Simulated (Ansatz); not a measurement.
Problem. Name crystals whose computed values (DFT-r²SCAN in the program Ansatz with PAW potentials) fall in these windows: gap (eV) 2.3 to 2.7; B₀ by P(V) fit (GPa) 110 to 150.

Solution. 

```tsv
crystal	gap (eV)	B₀ by P(V) fit (GPa)
Ba2MgMoO6, Fm-3m (Ba on 8c, Mg on 4b, Mo on 4a, O on 24e)	2.50	134
Ba2CdMoO6, Fm-3m (Ba on 8c, Cd on 4b, Mo on 4a, O on 24e)	2.67	132
```
Others may fit too.

Standing as an ambient phase not checked: Ba2MgMoO6, Fm-3m (Ba on 8c, Mg on 4b, Mo on 4a, O on 24e); Ba2CdMoO6, Fm-3m (Ba on 8c, Cd on 4b, Mo on 4a, O on 24e). All cells were relaxed under the symmetry of their starts (and spin orders); stability against distortions was not tested throughout. Rows with no word on spin ran without spin polarisation. Scalar-relativistic: spin–orbit coupling is off unless named, which matters more the heavier the elements.

Potentials: the later of the program's two PAW sets.
